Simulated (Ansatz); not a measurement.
Relaxed Cd (hcp, Mg type):

```
Cd
1.0
    6.03211     0.00000     0.00000
   -1.50803     2.61198     0.00000
    0.00000     0.00000     5.81912
Cd
4
Cartesian
  0.00000   1.74132   4.36434
  3.01606   1.74132   4.36434
  1.50803   0.87066   1.45478
  4.52409   0.87066   1.45478
```

The atoms are displaced by Q × the pattern below (from a DFPT mode at M = (0.5, 0.0, 0.0), largest move 1; Q in Å), at fixed cell. (q is in reciprocal vectors of the primitive cell; the cell shown is doubled to hold the pattern.)

```csv
atom,x,y,z
Cd1,0.866,0.500,0.000
Cd2,-0.866,-0.500,0.000
Cd3,0.866,0.500,0.000
Cd4,-0.866,-0.500,0.000
```

All values below come from PBE (plane waves to 420 eV, PAW, scalar-relativistic; Ansatz, an electronic-structure program). k mesh 9×18×8 (Γ-centred), Fermi-Dirac smearing 0.05 eV. E stands for the smeared free energy. With partly filled bands, energies and forces of such displacements shift with the k mesh and the smearing. Cd was relaxed with its symmetry unable to fall. The relaxed volume of Cd is well above the measured one; the method has no dispersion term. The zero of ΔE is the undisplaced structure.

The scan covers Q from -0.100 to 0.100 Å in 13 points.

Problem. Which space group does the distorted structure have?

Solution. Pmma (No. 51), lowered from P6_3/mmc.

Problem. Is this a single well or a double well?

Solution. A single well with its minimum at or next to zero displacement.

Problem. What is the energy change at Q = 0.100 Å?

Solution. 169 meV/cell.

Problem. What harmonic wavenumber does the curvature at Q = 0 give?

Solution. 140 cm⁻¹.

(A displaced cell: forces are minus the slopes of the energy, force constants its curvatures, and phonons follow from these.)
